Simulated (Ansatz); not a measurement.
Notes on LaB2Te2

```xyz
10
Lattice="0.0000 4.3539 0.0000 4.4491 0.0000 0.0000 2.2246 2.1770 -11.0488" Properties=species:S:1:pos:R:3 pbc="T T T"
B     2.2246    3.2654   -3.1820
B     4.4491    3.2654   -7.8667
Te    4.4491    5.4424   -6.3442
Te    2.2246    1.0885   -4.7046
Te    2.2246    3.2654   -6.3663
Te    4.4491    3.2654   -4.6825
La    4.4491    1.0885   -1.8783
La    2.2246    5.4424   -9.1705
B     2.2246    3.2654   -0.7513
B     4.4491    3.2654  -10.2975
```

Method: r2SCAN, no spin polarisation; PAW, plane waves to 500 eV, 6×6×6 Γ-centred mesh, fermi-dirac occupations (width 0.12 eV) (Ansatz 0.2.0), atoms fixed.

(1) Which atom feels the largest force, and which way?

(2) What does the stress say?

(3) Metal or insulator?

(4) What do density and ELF say about some of the short contacts?

Origin: a known structure type with other elements, at an estimated volume, so it need not be a known compound. Caveats: atoms or cell far from equilibrium; f levels without a U or exact exchange are poorly placed.

Answers

(1) The largest is on Te3 (and as large on other atoms): 7.17 eV/Å, components (0.00, 0.00, -7.17). It makes 55° with the line to a nearest neighbour, B2 at 2.66 Å.

(2) The pressure is 7.9 GPa (compression positive), so with the atoms held at these fractions the cell would first expand; the forces are large, so a full relaxation may end otherwise. The principal stresses -0.6, 10.9, 13.3 GPa differ, so its shape would change too.

(3) It is a metal, with about 5 states/eV a cell as the mean within 0.25 eV of the Fermi level, mostly B p (32 %), La d (25 %) and Te p (21 %).

(4) B–B at 2.43 Å: least valence density 0.29 e/Å³ and ELF 0.71 there. B–Te at 2.66 Å: least valence density 0.33 e/Å³ and ELF 0.56 there. Te–Te at 2.74 Å: least valence density 0.48 e/Å³ and ELF 0.58 there. Both are smooth PAW fields, read partly inside the augmentation spheres.
